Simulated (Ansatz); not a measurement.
The calculation used DFT PBE, scalar-relativistic, plane waves, PAW (Ansatz). The final run on the 6-atom cell used 420 eV, a Γ-centred 8×8×8 mesh, 0.10 eV smearing and collinear spin.

The zero of energy is the elements' standard structures at the same level; no fitted shifts are applied. The references include crystalline Br.

Q: Suggest a trial structure for a tetragonal metal with formula RuBr₅, with a formation energy near −0.06 eV/atom, about 35 Å³ per atom and a net moment near 0.6 μB per atom, in a cell of 6 atoms.

A: RuBr₅, space group I4/m (No. 87). Around Ru lie 4 Br at 2.44 Å and 2 Br at 2.63 Å; around Br on a site of symmetry m lies 1 Ru at 2.44 Å; around Br on a site of symmetry 4/m lie 2 Ru at 2.63 Å.

```
CELL_PARAMETERS angstrom
-4.45882 4.45882 2.62819
4.45882 -4.45882 2.62819
4.45882 4.45882 -2.62819
ATOMIC_POSITIONS crystal
Ru 0.00000 0.00000 0.00000
Br 0.09116 0.74226 0.83342
Br 0.25774 0.09116 0.34890
Br 0.90884 0.25774 0.16658
Br 0.74226 0.90884 0.65110
Br 0.50000 0.50000 0.00000
```

- Volume per atom: 34.8 Å³
- Density: 4.0 g/cm³
- Energy over the elements: −0.06 eV/atom
- Gap on the 8×8×8 mesh of the 6-atom cell: 0 eV (a metal)
- Net moment per atom: 0.55 μB
- Moment by site: Ru 1.6; Br 0.2 (×4) μB

It was reached by relaxing an invented guess, and it needn't be the stable form of this composition. The answer needn't be unique; the calculation gave this one.

No dispersion correction is applied, so the spacing and binding between layers, chains or molecules are poorly described. The reference form of Br is held partly by dispersion forces, which this level lacks. Another magnetic order may lie lower. Symmetry constrained the relaxation, so the result can be a saddle point. Site moments count only spheres around the atoms; the net moment includes the space between them.
